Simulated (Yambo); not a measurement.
Yambo run on BN (space group Fmm2, No. 42). The wavefunctions come from this Quantum ESPRESSO step (PBEsol, PseudoDojo standard norm-conserving files, scalar-relativistic):

```
&CONTROL
  calculation = 'nscf'
  pseudo_dir = './pseudo'
  outdir = './out'
/
&SYSTEM
  ibrav = 0
  nat = 2
  ntyp = 2
  ecutwfc = 84.0
  ecutrho = 336.0
  occupations = 'fixed'
  force_symmorphic = .true.
  nbnd = 72
/
&ELECTRONS
  conv_thr = 2e-09
  diago_full_acc = .true.
  diago_thr_init = 1e-08
/
ATOMIC_SPECIES
B 10.8100 B.upf
N 14.0070 N.upf
CELL_PARAMETERS angstrom
  0.000000000000   3.495315000000   2.166090000000
  1.251630000000   0.000000000000   2.166090000000
  1.251630000000   3.495315000000   0.000000000000
ATOMIC_POSITIONS crystal
B   0.000050000000   0.000050000000   0.999950000000
N   0.666650000000   0.666650000000   0.333350000000
K_POINTS automatic
6 6 6 0 0 0
```

Yambo input:

```
rim_cut
gw0
dyson
el_el_corr
HF_and_locXC
ppa
em1d
RandQpts= 1000000
RandGvec= 1 Ry
EXXRLvcs= 84 Ry
VXCRLvcs= 336 Ry
Chimod= "HARTREE"
% BndsRnXp
 1 | 71 |
%
NGsBlkXp= 14 Ry
% LongDrXp
 1.0 | 1.0 | 1.0 |
%
PPAPntXp= 27.2114 eV
% GbndRnge
 1 | 71 |
%
GTermKind= "BG"
DysSolver= "n"
ExtendOut
% QPkrange
 1 | 1 | 4 | 5 |
 4 | 4 | 4 | 5 |
 10 | 10 | 4 | 5 |
 13 | 13 | 4 | 5 |
 43 | 43 | 4 | 5 |
 45 | 45 | 4 | 5 |
 46 | 46 | 4 | 5 |
%
```

k points by index: 1 = Γ, 4 = (0, 0, -0.5), 10 = (0, 0.333, 0.333), 13 = (0, -0.5, -0.5), 43 = (-0.5, 0, -0.5), 45 = (-0.5, 0.333, -0.167), 46 = (-0.5, -0.5, 0).

The o-*.qp file then holds:

```
#    K-point    Band    Eo [eV]    E [eV]    E-Eo [eV]    Vxc [eV]    Vnlxc [eV]    Sc|Eo [eV]    Sc|E [eV]    dSc/dw|Eo [eV]    Re(Z)    Im(Z)
#
    1    4    -1.391200    -2.717042    -1.325842    -18.22071    -22.69411    2.848311    3.147556    -6.141269    0.815868    -0.963825E-3
    1    5    4.695692    5.051015    0.355324    -8.204356    -4.069876    -3.720608    -3.779156    -4.482688    0.858563    -0.859911E-3
    4    4    -1.023857    -2.164796    -1.140939    -15.49727    -19.16183    2.256892    2.523625    -6.361113    0.810525    -0.001069
    4    5    4.569397    5.376464    0.807066    -10.97197    -5.931638    -4.077991    -4.233267    -5.234792    0.838661    -0.938880E-3
    10    4    -0.247736    -1.298146    -1.050409    -16.21657    -19.58327    2.074275    2.316292    -6.269126    0.812752    -0.001029
    10    5    4.261648    5.074869    0.813221    -10.86557    -5.686054    -4.206394    -4.366293    -5.349850    0.835698    -0.956846E-3
    13    4    -1.476604    -2.710033    -1.233429    -14.89188    -18.70430    2.292927    2.578988    -6.310515    0.811748    -0.001082
    13    5    3.763784    4.477245    0.713461    -10.50869    -5.852720    -3.809976    -3.942511    -5.054343    0.843352    -0.910389E-3
    43    4    -1.390159    -2.721282    -1.331123    -18.22339    -22.67124    2.818428    3.116723    -6.097493    0.816940    -0.965818E-3
    43    5    9.420519    10.54376    1.123240    -12.56490    -6.490678    -4.706015    -4.950986    -5.932589    0.820995    -0.002990
    45    4    0.000000    -0.999867    -0.999867    -16.52837    -19.80009    2.040647    2.271849    -6.291700    0.812204    -0.001024
    45    5    4.861817    5.756556    0.894739    -11.28017    -5.802958    -4.401880    -4.582475    -5.491804    0.832070    -0.975025E-3
    46    4    -0.523456    -1.577950    -1.054495    -16.22620    -19.70179    2.173736    2.421100    -6.382794    0.810002    -0.001049
    46    5    5.744454    6.760492    1.016039    -11.94753    -6.171859    -4.550066    -4.759637    -5.612174    0.829019    -0.995496E-3
```
(The two width columns are left out.) Convergence of these settings isn't established.

Geometry of the Materials Project entry, not relaxed at this level.

This is not the ordinary phase of the substance; no match was found in the copy of COD used, and its stability was not checked.

The distance between layers or molecules is the database entry's, not relaxed here. Functionals without dispersion can leave it too large, which widens gaps and weakens the response across layers: the numbers belong to this cell.
